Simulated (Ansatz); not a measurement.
CdSe (wurtzite)

```
CELL_PARAMETERS angstrom
      4.38288     0.00000     0.00000
     -2.19144     3.79568     0.00000
      0.00000     0.00000     7.15467
ATOMIC_POSITIONS crystal
  Cd 0.66667 0.33333 0.00047
  Cd 0.33333 0.66667 0.50047
  Se 0.66667 0.33333 0.62473
  Se 0.33333 0.66667 0.12473
```

The relaxed cell is deformed in two ways at once: its volume V is scaled, and at that volume it is stretched along z (the c axis of the conventional cell) so that c/a changes. Fractional atomic positions are held.

Level of theory: PBE (plane waves to 420 eV, PAW, scalar-relativistic; Ansatz, a quantum-chemistry and plane-wave program). k mesh 9×9×5 (Γ-centred), Fermi-Dirac smearing 0.05 eV. Compression counts positive. As the atoms are clamped, bonds stretch with the cell, which overstates energies and stresses. CdSe was relaxed with its symmetry unable to fall. The PAW data are Ansatz's earlier set.

Changes of σzz (GPa) from the point V/V₀ = 1.000, (c/a)/(c/a)₀ = 1.000 when one coordinate moves alone (two changes are said to add if the coupling is within 5 % of the smaller one, nearly so within 20 %):

```csv
point,change
"V/V₀ = 1.000, (c/a)/(c/a)₀ = 0.880",9.55
"V/V₀ = 1.000, (c/a)/(c/a)₀ = 0.940",3.81
"V/V₀ = 0.960, (c/a)/(c/a)₀ = 1.000",2.00
"V/V₀ = 0.980, (c/a)/(c/a)₀ = 1.000",0.95
"V/V₀ = 1.020, (c/a)/(c/a)₀ = 1.000",-0.84
"V/V₀ = 1.040, (c/a)/(c/a)₀ = 1.000",-1.60
"V/V₀ = 1.000, (c/a)/(c/a)₀ = 1.060",-2.41
"V/V₀ = 1.000, (c/a)/(c/a)₀ = 1.120",-3.81
```

Q: What is the change at V/V₀ = 1.040, (c/a)/(c/a)₀ = 1.120, where both move, and how far is it from the sum?

A: The sum of the single changes is -1.60 + (-3.81) = -5.41; the calculation gives -4.76, so the coupling contributes 0.65 (over 20 % of the smaller single change, not additive).

(Under strain, the slope of the energy per volume gives the stress and its curvature an elastic modulus.)
